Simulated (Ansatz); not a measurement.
HfGe2:
```yaml
crystal:
  lattice:
    - [4.76819, 0.00000, 0.00000]
    - [0.00000, 4.76819, 0.00000]
    - [0.00000, 0.00000, 2.95170]
  atoms:
    - { symbol: Ge, position: [0.50000, 0.00000, 0.00000] }
    - { symbol: Ge, position: [0.00000, 0.50000, 0.00000] }
    - { symbol: Hf, position: [0.00000, 0.00000, 0.50000] }
```

Relaxed with PBE. Special points in fractions of this cell's reciprocal vectors: Γ (0.000, 0.000, 0.000); X (0.000, 0.500, 0.000); M (0.500, 0.500, 0.000); Z (0.000, 0.000, 0.500); R (0.000, 0.500, 0.500); A (0.500, 0.500, 0.500).

Q: List the band energies nearest the Fermi level at these points for PBE in the plane-wave PAW code Ansatz.

A: In eV from the Fermi level; about four levels below and three above (degenerate sets whole), none deeper than 8.9 eV; points with the same levels are listed once.

```tsv
k	below	above
Γ	-8.48 -2.69 -2.69 -1.82	0.50 2.02 2.02
X	-2.17 -1.42 -0.86 -0.46	2.60 3.88 4.46
M	-6.23 -4.49 -1.40 -0.13	2.63 2.63 3.62
Z	-4.91 -3.50 -3.50 -3.46	2.11 3.12 3.12
R	-6.63 -4.41 -3.16 -3.11	0.82 1.14 1.49
A	-2.90 -2.90 -1.98 -1.16	0.44 0.47 1.62
```

Space group P4/mmm. A made-up cell: these elements were put on the sites of a structure type; neither database checked (COD, Materials Project) lists it. COD files the formula under space group No. 63, so this cell is another polymorph or a model. Whether it is the stable phase at ambient conditions was not checked. The cell keeps a stress of up to 0.3 GPa. The PBE relaxation kept the symmetry of its start; its stability against distortions is not shown here. No spin polarisation was allowed. Spin–orbit coupling is left out wherever it is not named.

Potentials: the later of the program's two PAW sets.
